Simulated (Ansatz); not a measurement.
BP:
```cif
data_B3P3
_chemical_formula_sum 'B3 P3'
_space_group_name_H-M_alt 'P6422'
_space_group_IT_number 181
_space_group_name_Hall 'P 64 2 (0 0 2)'
_cell_length_a 3.25972
_cell_length_b 3.25972
_cell_length_c 6.94023
_cell_angle_alpha 90.000
_cell_angle_beta 90.000
_cell_angle_gamma 120.000
loop_
_atom_site_label
_atom_site_type_symbol
_atom_site_symmetry_multiplicity
_atom_site_Wyckoff_symbol
_atom_site_fract_x
_atom_site_fract_y
_atom_site_fract_z
_atom_site_occupancy
B1 B 3 c 0.50000 0.00000 0.00000 1
P1 P 3 d 0.50000 0.00000 0.50000 1
```

Relaxed at zero pressure with PBEsol (plane waves, PAW; program Ansatz).

Q: The volume is raised by 3 % and shape and atoms relax at that volume. What pressure results, and how do the axes share the change?

A: -5.1 GPa; a 1.0 %, b 1.0 %, c 1.0 %; the energy rises by 5 meV/atom.

Q: Give the new structure.

A: 
Space group P6₄22 (No. 181); a = b = 3.2912 Å, c = 7.0121 Å, α = β = 90.00°, γ = 120.00°

```json
[
 {"atom": "B", "site": "3c", "symmetry": "222", "x": "0.5000", "y": "0.0000", "z": "0.0000"},
 {"atom": "P", "site": "3d", "symmetry": "222", "x": "0.5000", "y": "0.0000", "z": "0.5000"}
]
```

The phase is kept; no other phase was compared at this pressure.

Space group P6_422. The start of the workflow was typed in or built on a structure type; neither database checked (COD, Materials Project) lists it. It is not the phase usual at ambient conditions (space group No. 216). Symmetry was held in the PBEsol relaxation; of distortions, only those at the zone centre were tested.

Potentials: the earlier of the program's two PAW sets.
